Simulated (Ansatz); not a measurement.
Rb$_{2}$NaScF$_{6}$:
```xyz
10
Lattice="0.0000 4.2853 4.2853 4.2853 0.0000 4.2853 4.2853 4.2853 0.0000" Properties=species:S:1:pos:R:3 pbc="T T T"
Rb     6.4279     6.4279     6.4279
Rb     2.1426     2.1426     2.1426
Na     4.2853     4.2853     4.2853
Sc     0.0000     0.0000     0.0000
F      2.0167     4.2853     4.2853
F      6.5539     4.2853     4.2853
F      4.2853     2.0167     4.2853
F      4.2853     6.5539     4.2853
F      4.2853     4.2853     2.0167
F      4.2853     4.2853     6.5539
```

Relaxed with r²SCAN.

Problem. Tabulate the valence density and the electron localisation function along the shortest Sc–F contact (2.02 Å), r²SCAN (plane waves, PAW; program Ansatz).

Solution. 

```tsv
distance from Sc (Å)	density (e/Å³)	ELF
0.20	7.13	0.17
0.30	6.72	0.40
0.40	5.82	0.62
0.50	4.53	0.74
0.61	3.14	0.76
0.71	1.95	0.68
0.81	1.13	0.43
0.91	0.69	0.18
1.01	0.54	0.12
1.11	0.60	0.22
1.21	0.84	0.51
1.31	1.29	0.73
1.41	2.14	0.80
1.51	3.66	0.80
1.61	5.94	0.75
1.71	8.69	0.66
1.82	11.34	0.54
```

The density is the valence pseudo-density with augmentation charge, so density and ELF within about 1 Å of a nucleus are not all-electron values.

Space group Fm-3m. The first step of the workflow began from a Materials Project structure, measured or hypothetical; the Crystallography Open Database copy checked does not list it. Its standing as an ambient phase is unchecked. Symmetry was held in the r²SCAN relaxation; its stability against distortions is not shown here. The run is not spin-polarised.

Potentials: the later of the program's two PAW sets.
